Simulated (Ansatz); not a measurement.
Tl, first-principles data

Tl:
```cif
data_Tl
_chemical_formula_sum 'Tl1'
_space_group_name_H-M_alt 'Pm-3m'
_space_group_IT_number 221
_space_group_name_Hall '-P 4 2 3'
_cell_length_a 3.25122
_cell_length_b 3.25122
_cell_length_c 3.25122
_cell_angle_alpha 90.000
_cell_angle_beta 90.000
_cell_angle_gamma 90.000
loop_
_atom_site_label
_atom_site_type_symbol
_atom_site_symmetry_multiplicity
_atom_site_Wyckoff_symbol
_atom_site_fract_x
_atom_site_fract_y
_atom_site_fract_z
_atom_site_occupancy
Tl1 Tl 1 a 0.00000 0.00000 0.00000 1
```

Space group Pm-3m (No. 221), simple cubic; conventional cell a = b = c = 3.251 Å, α = β = γ = 90.00°.

Method: DFT-PBE in the program Ansatz with PAW potentials. Structure relaxed to zero pressure with the same functional. Other levels are named where they apply.

### Cell and energy

| Property | Value |
|---|---|
| Volume per atom | 34.37 Å³ |
| Density | 9.88 g/cm³ |

### Electronic structure

| Item | Value |
|---|---|
| Electronic character | metallic (no gap) |
| Density of states at the Fermi level | 0.64 states/eV per atom (mean over ±0.08 eV) |
| Gap with spin–orbit coupling | none (metallic) |

### Mechanics

| Quantity | Result |
|---|---|
| Bulk modulus (Birch–Murnaghan fit) | 21.9 GPa |
| Pressure derivative B′ | 5.3 |
| Elastic constants (relaxed ions, GPa) | C11 = 44.4, C12 = 10.6, C44 = -6.6 |
| Mechanical stability | unstable (C has a negative eigenvalue) |

### Phonons

| Property | Value |
|---|---|
| Dynamical stability on the path | unstable, down to 21i cm⁻¹ |

The cell is a constructed one: a structure type filled with these elements; neither database checked (COD, Materials Project) lists it. It is not the phase usual at ambient conditions (space group No. 194). The PBE relaxation kept the symmetry of its start. As this level gives no gap, shear constants depend on the k-mesh and smearing (Fermi–Dirac, 0.1 eV here). As this level gives no gap, phonon frequencies hold no LO–TO term and depend on the k-mesh and smearing (Fermi–Dirac, 0.1 eV here). Scalar-relativistic: spin–orbit coupling is off unless named, which matters more the heavier the elements.

Potentials: the later of the program's two PAW sets.
